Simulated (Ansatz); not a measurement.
Values for one crystal, relaxed and computed with DFT-PBEsol in the program Ansatz with PAW potentials; other levels are named.

- Volume per atom = 10.52 Å³
- Band gap = 3.50 eV (indirect)
- Mechanical stability = stable (all eigenvalues of C positive)
- Conduction-band minimum = off the standard path, at k = (-0.089, -0.089, 0.026) in fractions of the reciprocal vectors
- Gap with spin–orbit coupling = 3.46 eV
- Pressure derivative B′ = 5.6
- Smallest direct gap on the standard path = 3.53 eV

Task: Which compound is it?
(A) WO3, Pmma (W on 2e, O on 2f, O on 2e, O on 2a)
(B) LiNbO3, R3c (Li on 6a, Nb on 6a, O on 18b)
(C) KTaO3, cubic perovskite
(D) LiH, rock salt

Result: B, LiNbO3, R3c (Li on 6a, Nb on 6a, O on 18b)

Symmetry was held in the PBEsol relaxation. No spin polarisation was allowed. Scalar-relativistic: spin–orbit coupling is off unless named, which matters more the heavier the elements.

Potentials: the later of the program's two PAW sets.
